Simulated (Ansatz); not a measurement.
Elastic constants of MnIr at 5 GPa (stress–strain coefficients): input and output

Level of theory: Ansatz 0.2.0, DFT LDA, scalar-relativistic, plane waves, PAW.

Launched with:
```bash
ansatz run input.yaml --threads 1 --pin off --max-ram 3072MiB --backend cpu --events-out ev --progress --plain --runs-dir out
```

Input (bare energies are in eV):
```yaml
crystal:
  lattice:
    - [2.5894799145, 0.0, 0.0]
    - [0.0, 2.5894799145, 0.0]
    - [0.0, 0.0, 3.5548246426]
  atoms:
    - { symbol: Mn, position: [0.5, 0.5, 0.5] }
    - { symbol: Ir, position: [0.0, 0.0, 0.0] }
basis:
  ecutwfc: 420
kpoints:
  mp_grid: { grid: [16, 16, 12] }
hamiltonian:
  xc: lda
scf:
  occupations: { method: fermi_dirac, width: 0.15 }
output:
  forces: true
  stress: true
  eigenvalues: true
elastic:
  mode: relaxed_ion
  amplitude: 0.005
```

From the output:
```
--- Elastic constants: 4 strain directions × 4 members + reference (group order 16) ---
  dense FFT box of the reference and of every strained cell: 18×18×24
  strains applied: 11, 33, 23, 12; error gains: componentwise 1.00 (the most a stress slope's error grows in a printed constant), spectral 1.41 (1 for all six strains in a standard setting)
  C = ∂σ_k/∂η_j (tension-positive GPa; Voigt order 11 22 33 23 13 12):
       790.012    131.763    262.738      0.000      0.000     -0.000
       131.763    790.012    262.738      0.000      0.000     -0.000
       262.711    262.711    593.617      0.000      0.000     -0.000
         0.000      0.000      0.000    290.775      0.000      0.000
         0.000      0.000      0.000      0.000    290.775      0.000
        -0.000     -0.000      0.000      0.000      0.000    150.071
  reference stress σ⁰ (GPa):     -4.998     -4.998     -4.996     -0.000     -0.000     -0.000
  C* (energy form; C + prestress term) asymmetry max|C*_kj − C*_jk| = 2.505e-2 GPa — a small one proves nothing (zero by symmetry where the batch's group is 432, −43m or m−3m); a large one is finite-difference/SCF noise where every solve ...
  moduli (Voigt/Reuss/Hill, GPa): K = 387.56/386.66/387.11   G = 247.42/224.58/236.00   E = 588.42   ν = 0.247
  mechanically stable: yes (min eigenvalue of sym C = 150.07 GPa)
  strain η (Voigt 11):  stress-route row diagonal C_11 = 790.01 GPa, energy-path curvature d²(F+E_count+ΔE)/dδ²/Ω₀ = 790.02 GPa
    cells at ±δ against ±2δ: C11 790.22 and 790.85 GPa, apart by 0.08 % of the column's largest entry
         δ    σ_11 (GPa) F (eV) n_scf n_hpsi n_pw
    -1.000e-2     -13.2757      -15505.0423085       9  230436    487   relax 0 steps, max|allowed force component| 6.51e-30 eV/Å
    -5.000e-3      -9.0419      -15505.0505949       4  176995    487   relax 0 steps, max|allowed force component| 6.51e-30 eV/Å
     5.000e-3      -1.1397      -15505.0580753       4  173410    487   relax 0 steps, max|allowed force component| 2.52e-29 eV/Å
     1.000e-2       2.5412      -15505.0575432       8  199642    488   relax 0 steps, max|allowed force component| 9.86e-32 eV/Å
  strain η (Voigt 33):  stress-route row diagonal C_33 = 593.62 GPa, energy-path curvature d²(F+E_count+ΔE)/dδ²/Ω₀ = 593.60 GPa
    cells at ±δ against ±2δ: C33 593.67 and 593.84 GPa, apart by 0.03 % of the column's largest entry
         δ    σ_33 (GPa) F (eV) n_scf n_hpsi n_pw
    -1.000e-2     -11.1239      -15505.0438636       9  124843    487   relax 0 steps, max|allowed force component| 2.02e-28 eV/Å
    -5.000e-3      -8.0118      -15505.0509728       4   98640    487   relax 0 steps, max|allowed force component| 4.18e-29 eV/Å
     5.000e-3      -2.0751      -15505.0584294       4   98050    487   relax 0 steps, max|allowed force component| 1.04e-28 eV/Å
     1.000e-2       0.7529      -15505.0589127       7  104152    488   relax 0 steps, max|allowed force component| 2.22e-29 eV/Å
  strain η (Voigt 23):  stress-route row diagonal C_44 = 290.78 GPa, energy-path curvature d²(F+E_count+ΔE)/dδ²/Ω₀ = 293.28 GPa
    cells at ±δ against ±2δ: C44 290.76 and 290.70 GPa, apart by 0.02 % of the column's largest entry
         δ    σ_23 (GPa) F (eV) n_scf n_hpsi n_pw
    -1.000e-2      -2.9070      -15505.0536229       8  336379    487   relax 0 steps, max|allowed force component| 0.00e0 eV/Å
    -5.000e-3      -1.4538      -15505.0552598       4  256129    487   relax 0 steps, max|allowed force component| 0.00e0 eV/Å
     5.000e-3       1.4538      -15505.0552598       4  254068    487   relax 0 steps, max|allowed force component| 0.00e0 eV/Å
     1.000e-2       2.9070      -15505.0536229       7  291701    487   relax 0 steps, max|allowed force component| 0.00e0 eV/Å
  strain η (Voigt 12):  stress-route row diagonal C_66 = 150.07 GPa, energy-path curvature d²(F+E_count+ΔE)/dδ²/Ω₀ = 152.60 GPa
    cells at ±δ against ±2δ: C66 150.12 and 150.27 GPa, apart by 0.10 % of the column's largest entry
         δ    σ_12 (GPa) F (eV) n_scf n_hpsi n_pw
    -1.000e-2      -1.5027      -15505.0546696       8  191870    488   relax 0 steps, max|allowed force component| 2.07e-28 eV/Å
    -5.000e-3      -0.7506      -15505.0555218       4  155979    488   relax 0 steps, max|allowed force component| 5.21e-29 eV/Å
     5.000e-3       0.7506      -15505.0555218       4  154156    488   relax 0 steps, max|allowed force component| 5.21e-29 eV/Å
     1.000e-2       1.5027      -15505.0546696       7  162718    488   relax 0 steps, max|allowed force component| 1.56e-28 eV/Å
```

Time: 4.8 min on 1 thread of AMD EPYC (Zen 3), with other jobs on the host, peak memory 0.71 GiB.

In a metal, frequencies and elastic constants depend on the k mesh and the smearing, soft modes and shear constants most. Spin polarisation was left out, and a magnetic state may lie lower. Spin–orbit coupling is left out, which can shift energies with elements as heavy as these. Other phases may be more stable at this pressure.